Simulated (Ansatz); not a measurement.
Profile along the Ga–N line in GaN (rock salt)

GaN (rock salt)

```
GaN
1.0
    0.00000     2.09048     2.09048
    2.09048     0.00000     2.09048
    2.09048     2.09048     0.00000
Ga N
1 1
Direct
  0.00000   0.00000   0.00000
  0.50000   0.50000   0.50000
```

Fields along a shortest Ga–N line of a {110} plane (2.09 Å), from Ga to N, interpolated on the slice's grid (step about 0.2 Å). The numbers are results of LDA (plane waves to 420 eV, PAW, scalar-relativistic; Ansatz, a quantum-chemistry and plane-wave program), not measurements. k mesh 14×14×14. Near the nuclei the fields are pseudised (PAW); where an atom keeps semicore shells as valence, they peak there. GaN was relaxed with its symmetry unable to fall. This is one of several known forms of GaN; the measured ambient cells at hand have space group No. 186 or 216.

```json
[
 {"distance from Ga (Å)": "0.00", "valence electron density (e/Å³)": "53.05", "electron localisation function": "x"},
 {"distance from Ga (Å)": "0.21", "valence electron density (e/Å³)": "32.36", "electron localisation function": "x"},
 {"distance from Ga (Å)": "0.42", "valence electron density (e/Å³)": "8.38", "electron localisation function": "0.07"},
 {"distance from Ga (Å)": "0.63", "valence electron density (e/Å³)": "1.65", "electron localisation function": "0.13"},
 {"distance from Ga (Å)": "0.84", "valence electron density (e/Å³)": "0.64", "electron localisation function": "0.22"},
 {"distance from Ga (Å)": "1.04", "valence electron density (e/Å³)": "0.55", "electron localisation function": "0.37"},
 {"distance from Ga (Å)": "1.25", "valence electron density (e/Å³)": "0.80", "electron localisation function": "0.73"},
 {"distance from Ga (Å)": "1.46", "valence electron density (e/Å³)": "1.52", "electron localisation function": "0.82"},
 {"distance from Ga (Å)": "1.67", "valence electron density (e/Å³)": "2.83", "electron localisation function": "0.66"},
 {"distance from Ga (Å)": "1.88", "valence electron density (e/Å³)": "3.61", "electron localisation function": "x"},
 {"distance from Ga (Å)": "2.09", "valence electron density (e/Å³)": "3.54", "electron localisation function": "x"}
]
```

x: too close to a nucleus for the ELF to mean much.

Density on the Ga–N line (2.09 Å) at its density minimum, 1.0 Å from Ga: 0.54 e/Å³. ELF at that point: 0.3.
